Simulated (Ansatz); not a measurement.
Relaxed-ion elastic tensor of CoTe (NiAs type, space group No. 194) in GPa (Voigt order), PBEsol (plane waves, PAW; program Ansatz); density 9.27 g/cm³, 16.71 Å³ per atom.

```
      1     2     3     4     5     6
-  ----  ----  ----  ----  ----  ----
1   218  99.2  88.5   0.0   0.0   0.0
2  99.2   218  88.5   0.0   0.0   0.0
3  88.5  88.5   222   0.0   0.0   0.0
4   0.0   0.0   0.0  53.6   0.0   0.0
5   0.0   0.0   0.0   0.0  53.6   0.0
6   0.0   0.0   0.0   0.0   0.0  59.4
```

Task: Is the crystal mechanically stable?

Result: Yes: the smallest eigenvalue of C is 53.6 GPa.

Task: Work out the Voigt, Reuss and Hill averages.

Result: K_V = 135, K_R = 135, K_H = 135; G_V = 58.8, G_R = 58.4, G_H = 58.6 GPa.

Task: Give Young's modulus, Poisson's ratio, Pugh's ratio and the universal anisotropy index.

Result: E = 9KG/(3K + G) = 154 GPa; ν = 0.31; K/G = 2.30 (ductile by the Pugh limit of 1.75); A_U = 5G_V/G_R + K_V/K_R − 6 = 0.04.

Task: Estimate the sound speeds and the Debye temperature.

Result: v_l = √((K + 4G/3)/ρ) = 4790 m/s, v_t = √(G/ρ) = 2510 m/s, mean 2810 m/s; Θ = (h/k)(3n/4πV)^(1/3) v_m = 327 K.

Task: How much does each axis shrink under pressure?

Result: Linear compressibilities β_i = Σ_j S_ij (j = 1 to 3): x 2.4, y 2.4, z 2.6 per TPa.

Space group P6_3/mmc (NiAs type). The workflow started from a Materials Project entry (that database holds measured and hypothetical structures alike); the Crystallography Open Database files this formula in space group No. 194, but the cells were not matched. Whether it is the stable phase at ambient conditions was not checked. The cell was relaxed with PBEsol under the symmetry of its start; of distortions, only those at the zone centre were tested. No spin polarisation was allowed. As this level gives no gap, shear constants depend on the k-mesh and smearing (Fermi–Dirac, 0.1 eV here). Scalar-relativistic: spin–orbit coupling is off unless named, which matters more the heavier the elements.

Potentials: the later of the program's two PAW sets.
